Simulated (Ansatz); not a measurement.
Relaxed SiO2 (alpha-cristobalite type, space group P4_12_12):

```
CELL_PARAMETERS angstrom
      5.08475     0.00000     0.00000
      0.00000     5.08475     0.00000
      0.00000     0.00000     7.10083
ATOMIC_POSITIONS crystal
  Si 0.29375 0.29375 0.50000
  Si 0.79375 0.20625 0.25000
  Si 0.20625 0.79375 0.75000
  Si 0.70625 0.70625 0.00000
  O  0.24122 0.09325 0.67415
  O  0.74122 0.40675 0.07585
  O  0.25878 0.59325 0.57585
  O  0.75878 0.90675 0.17415
  O  0.90675 0.75878 0.82585
  O  0.40675 0.74122 0.92415
  O  0.59325 0.25878 0.42415
  O  0.09325 0.24122 0.32585
```

A phonon eigenvector at Γ is frozen into this cell: atom i moves by Q times the vector below, so Q is the largest atomic displacement, in Å. The cell is held.

```csv
atom,x,y,z
Si1,0.227,-0.227,-0.947
Si2,0.227,0.227,0.947
Si3,-0.227,-0.227,0.947
Si4,-0.227,0.227,-0.947
O5,-0.026,0.186,0.206
O6,-0.026,-0.186,-0.206
O7,0.026,0.186,-0.206
O8,0.026,-0.186,0.206
O9,0.186,-0.026,0.206
O10,0.186,0.026,-0.206
O11,-0.186,-0.026,-0.206
O12,-0.186,0.026,0.206
```

Level of theory: PBE (plane waves to 420 eV, PAW, scalar-relativistic; Ansatz, a first-principles code). k mesh 5×5×4 (Γ-centred), Fermi-Dirac smearing 0.05 eV. The energy includes the smearing's −TS. SiO2 was relaxed with its symmetry unable to fall. The zero of ΔE is the undisplaced structure.

### Question
Estimate the ΔE (meV/cell) for Q (Å) = -0.093, -0.047, 0.047, 0.140, 0.280.

### Answer
```csv
Q (Å),ΔE (meV/cell)
-0.093,1093
-0.047,274
0.047,274
0.140,2449
0.280,9575
```

(A displaced cell: forces are minus the slopes of the energy, force constants its curvatures, and phonons follow from these.)
